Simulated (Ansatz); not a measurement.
## Rb$_{2}$PdPb$_{6}$, a known structure type with other elements, at an estimated volume

```
Pd Rb Pb
1.0
     0.00000    5.05457    5.05457
     5.05457    0.00000    5.05457
     5.05457    5.05457    0.00000
Pd Rb Pb
1 2 6
Direct
  0.00000 0.00000 0.00000
  0.25000 0.25000 0.25000
  0.75000 0.75000 0.75000
  0.75000 0.25000 0.25000
  0.25000 0.75000 0.25000
  0.25000 0.75000 0.75000
  0.75000 0.25000 0.75000
  0.25000 0.25000 0.75000
  0.75000 0.75000 0.25000
```

Level: r2SCAN, no spin polarisation; 500 eV; 6×6×6 Γ-centred mesh; fermi-dirac occupations (width 0.1 eV); Ansatz 0.2.0, fixed geometry.

What does the stress say?

The pressure is 10.1 GPa (compression positive), so with the atoms held at these fractions the cell would first expand; the forces are large, so a full relaxation may end otherwise.

Metal or insulator?

It is a metal, with about 5.1 states/eV a cell as the mean within 0.25 eV of the Fermi level, mostly Pb p (80 %).

How is the charge shared?

Bader charges in e: Rb +0.62, Pd -0.76, Pb -0.08. In the mean Rb gives up most and Pd takes most.

Is it stable against the elements?

0.12 eV an atom against the elements' usual phases (free molecules for gases, crystals otherwise, with no correction for O₂ or N₂), so at this geometry it isn't bound against them. Relaxing would lower it.

Describe some of the short contacts.

Pd–Pb at 2.53 Å: least valence density 0.49 e/Å³ and ELF 0.26 there. Rb–Pb at 3.57 Å: least valence density 0.07 e/Å³ and ELF 0.05 there. These are pseudo-fields; inside the PAW spheres they differ from the all-electron ones.

Where is the largest force?

The largest is on Pb5 (and as large on other atoms): 2.74 eV/Å, components (0.00, 2.74, 0.00). It makes 180° with the line to a nearest neighbour, Pd1 at 2.53 Å, pointing away from it.

Origin: a known structure type with other elements, at an estimated volume, so it need not be a known compound. Caveats: atoms or cell far from equilibrium.
